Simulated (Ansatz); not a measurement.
**Hg (I4/mmm), two-dimensional strain map**

Computed with Ansatz 0.2.0, DFT PBEsol, scalar-relativistic, plane waves, PAW. Cutoff 420 eV, Γ-centred 18×18×18 k-points, Gaussian smearing of 0.15 eV. Spin–orbit coupling is left out, which can shift energies with elements as heavy as these. No spin polarisation. Energies are free energies at this smearing, counted from the undisturbed cell; pressure is positive in compression.

The starting cell (as given, not relaxed at this level; it stands at -3.2 GPa; this form isn't the usual structure):

```yaml
crystal:
  lattice:
    - [-2.06969, 2.06969, 1.80226]
    - [2.06969, -2.06969, 1.80226]
    - [2.06969, 2.06969, -1.80226]
  atoms:
    - { symbol: Hg, position: [0.00000, 0.00000, 0.00000] }
```

The cell is strained by p along both x and y and by q along z, fractional coordinates fixed. Points are written (p, q).

Energy above the undisturbed cell in meV/atom (a dash: not computed):

```csv
p \ q,-0.030,-0.015,0.000,0.015,0.030
-0.030,-53.3,-45.4,-37.1,-28.6,-20.0
-0.015,-35.8,–,-18.9,–,–
0.000,-17.5,–,0.0,–,18.0
0.030,19.7,–,37.5,–,55.5
```

Pressure in GPa:

```csv
p \ q,-0.030,-0.015,0.000,0.015,0.030
-0.030,-3.0,-3.1,-3.2,-3.2,-3.2
-0.015,-3.1,–,-3.2,–,–
0.000,-3.2,–,-3.2,–,-3.2
0.030,-3.1,–,-3.0,–,-2.9
```